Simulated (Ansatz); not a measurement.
# Structures of MgTl$_{2}$O$_{2}$: which is lowest?

Plane-wave DFT in Ansatz with scalar-relativistic PAW potentials, cutoff 420 eV, Γ-centred meshes chosen by cell and gap, Gaussian smearing with energies taken to zero width. Every cell was relaxed (cell and atoms) in a run of its own, within the symmetry of its start. Functional: PBE.

Relaxed structures (starts from databases or built by putting these elements on another compound's sites):
A. I4/mmm, 5 atoms in the computed cell, a = 5.035 Å, c = 11.797 Å; sites (symmetry × multiplicity) Mg 4/mmm × 2, Tl -4m2 × 4, O 4mm × 4; start: built
B. P-3m1, 5 atoms in the computed cell, a = 3.898 Å, c = 7.236 Å; sites (symmetry × multiplicity) Mg -3m. × 1, Tl 3m. × 2, O 3m. × 2; start: built

Task: Rank them by energy. Could pressure change the order?

Result:
| structure | group | E − E(lowest) (meV/atom) | V (Å³/atom) | gap on mesh (eV) |
| --- | --- | --- | --- | --- |
| A | I4/mmm | 0.0 | 29.90 | 0.00 |
| B | P-3m1 | 393 | 19.04 | 0.28 |

A is lowest, 393 meV/atom under B. B is denser by 10.86 Å³/atom, so pressure favours it: ΔE/ΔV, with ΔE in eV and 1 eV/Å³ = 160.2 GPa, gives about 6 GPa for equal enthalpy if both cells were rigid, a rough figure since the two compress differently. Other structures may lie lower than all of these, and vibrations aren't counted.

Spin-orbit coupling is left out, which matters for the bands of heavy elements. For Tl, Pb and Bi spin-orbit coupling shifts energies too.